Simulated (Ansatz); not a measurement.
Relaxed YPd2Si2 (space group I4/mmm):

```xyz
5
Lattice="-2.0480 2.0480 4.9553 2.0480 -2.0480 4.9553 2.0480 2.0480 -4.9553" Properties=species:S:1:pos:R:3 pbc="T T T"
Y      0.0000     0.0000     0.0000
Si     0.0000     0.0000     6.1136
Si     0.0000     0.0000     3.7970
Pd     0.0000     2.0480     2.4776
Pd     2.0480     0.0000     2.4776
```

In this cell atom 3 (Si, nearest neighbour Si at 2.317 Å; its periodic images, 4.1 Å or more away, move with it) is moved by s along Cartesian z, unit vector (0.000, 0.000, 1.000); all other atoms and the cell stay fixed.

Calculation: PBEsol (plane waves to 420 eV, PAW, scalar-relativistic; Ansatz, a program for electronic structure). k mesh 13×13×13 (Γ-centred), Fermi-Dirac smearing 0.05 eV. The energy includes the smearing's −TS. Left out: 1 of 11 points, with atoms too close for the PAW data. With partly filled bands, energies and forces of such displacements shift with the k mesh and the smearing. YPd2Si2 is run without spin polarisation. YPd2Si2 was relaxed with its symmetry unable to fall. The zero of ΔE is the undisplaced structure. The last digit holds for this mesh only.

```tsv
s (Å)	ΔE (meV/cell)
-0.690	2422.5
-0.552	1641.7
-0.414	973.8
-0.276	456.9
-0.138	121.6
0.000	0.0
0.138	146.9
0.276	659.8
0.414	1714.6
0.552	3604.0
```

### Question
What force constant k = d²E/ds² at s = 0 does the table give?

### Answer
14 eV/Å². It is the second difference of the nearest points, corrected with the next pair.

### Question
With k = 13.87 eV/Å² from the forces, is the well harmonic out to s = 0.552 Å?

### Answer
½ks² = 2113 meV/cell against the computed 3604 meV/cell, so the well is stiffer than harmonic there.

(For displaced atoms, the force is minus the slope of the energy, and its curvature is a force constant, which sets phonon frequencies.)
